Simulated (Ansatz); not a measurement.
MoS2 (R3m), relaxed with r²SCAN (Ansatz, a first-principles code, plane waves, PAW): a = b = 3.1853 Å, c = 19.4946 Å, α = β = 90.00°, γ = 120.00°.

```
Property        Value
--------------  -----
gap (eV)         1.15
ΔH_f (eV/atom)  -0.98
```

Q: The same phase is relaxed and computed with PBE in the same code. What are the cell and these values now?

A: a = 3.185 Å, b = 3.185 Å, c = 22.292 Å, α = 90.00°, β = 90.00°, γ = 120.00°.

* **gap (eV)**: 1.45
* **ΔH_f (eV/atom)**: -0.89

Weakly bound layers, chains or molecules computed without a dispersion correction, so cells and soft constants are ill determined: MoS2, R3m (Mo on 3a, S on 3a, S on 3a) with r²SCAN; MoS2, R3m (Mo on 3a, S on 3a, S on 3a) with PBE. All cells were relaxed under the symmetry of their starts (and spin orders); stability against distortions was not tested throughout. Rows with no word on spin ran without spin polarisation. Scalar-relativistic: spin–orbit coupling is off unless named, which matters more the heavier the elements.

Potentials: the earlier of the program's two PAW sets.

Ansatz is a plane-wave DFT program.

Formation energies count from the lowest solids of the elements computed at the same level, not from gases.
